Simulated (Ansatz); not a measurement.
LaB6:
Space group Pm-3m (No. 221); a = b = c = 4.153 Å, α = β = γ = 90.00°

| atom | site | symmetry | x | y | z |
|---|---|---|---|---|---|
| La | 1a | m-3m | 0.0000 | 0.0000 | 0.0000 |
| B | 6f | 4m.m | 0.2000 | 0.5000 | 0.5000 |

Relaxed with r²SCAN.

**Question.** Decompose the optical modes at the zone centre into irreducible representations, and say which are infrared and Raman allowed.

**Answer.** Point group m-3m: Γ_opt = A1g + Eg + T1g + 2T1u + T2g + T2u. Infrared: T1u. Raman: A1g, Eg, T2g.

**Question.** Assign frequencies (DFPT, plane-wave PAW r²SCAN (Ansatz code)).

**Answer.** T1u 191, T2u 515, T1g 595, T2g 697, T1u 860, Eg 1113, A1g 1257 cm⁻¹.

Symmetry was held in the r²SCAN relaxation; of distortions, only those at the zone centre were tested. As this level gives no gap, phonon frequencies hold no LO–TO term and depend on the k-mesh and smearing (Fermi–Dirac, 0.1 eV here). Spin–orbit coupling is left out wherever it is not named.

Potentials: the later of the program's two PAW sets.
